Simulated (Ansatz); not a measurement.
Starting cell, CuI (zinc blende):

```xyz
4
Lattice="0.0000 6.0793 6.0793 3.0397 0.0000 3.0397 3.0397 3.0397 0.0000" Properties=species:S:1:pos:R:3 pbc="T T T"
I      4.5595     4.5595     4.5595
I      4.5595     7.5992     7.5992
Cu     0.0000     0.0000     0.0000
Cu     0.0000     3.0397     3.0397
```

Scan: atom 2 (I, nearest neighbour Cu at 2.632 Å; its periodic images, 4.3 Å or more away, move with it) is displaced towards the nearest neighbour, direction (-0.577, -0.577, 0.577) in Cartesian axes, by s. The other atoms stay.

Computed with PBE (plane waves to 420 eV, PAW, scalar-relativistic; Ansatz, a program for electronic structure). k mesh 4×8×8 (Γ-centred), Fermi-Dirac smearing 0.05 eV. E stands for the smeared free energy. CuI is run without spin polarisation. CuI was relaxed with its symmetry unable to fall. Spin-orbit coupling is left out, though I is heavy. ΔE is measured from the undisplaced structure.

Successive frames, forces in eV/Å:

```tsv
frame	ΔE (meV/cell)	F on I1	F on I2	F on Cu3	F on Cu4
s = 0.208 Å	95.6	(-0.162, 0.008, 0.162)	(0.674, 0.523, -0.674)	(-0.457, -0.583, 0.457)	(-0.054, 0.052, 0.054)
s = 0.156 Å	49.3	(-0.119, 0.004, 0.119)	(0.449, 0.336, -0.449)	(-0.287, -0.384, 0.287)	(-0.043, 0.043, 0.043)
s = 0.104 Å	20.2	(-0.078, 0.002, 0.078)	(0.267, 0.192, -0.267)	(-0.159, -0.225, 0.159)	(-0.030, 0.032, 0.030)
```

Task: What are the energy and the forces in the next frame, s = 0.052 Å?

Result: ΔE (meV/cell) = 4.6.

| atom | Fx | Fy | Fz |
|---|---|---|---|
| I1 | -0.039 | 0.000 | 0.039 |
| I2 | 0.120 | 0.082 | -0.120 |
| Cu3 | -0.066 | -0.100 | 0.066 |
| Cu4 | -0.016 | 0.017 | 0.016 |

(A displaced cell: forces are minus the slopes of the energy, force constants its curvatures, and phonons follow from these.)
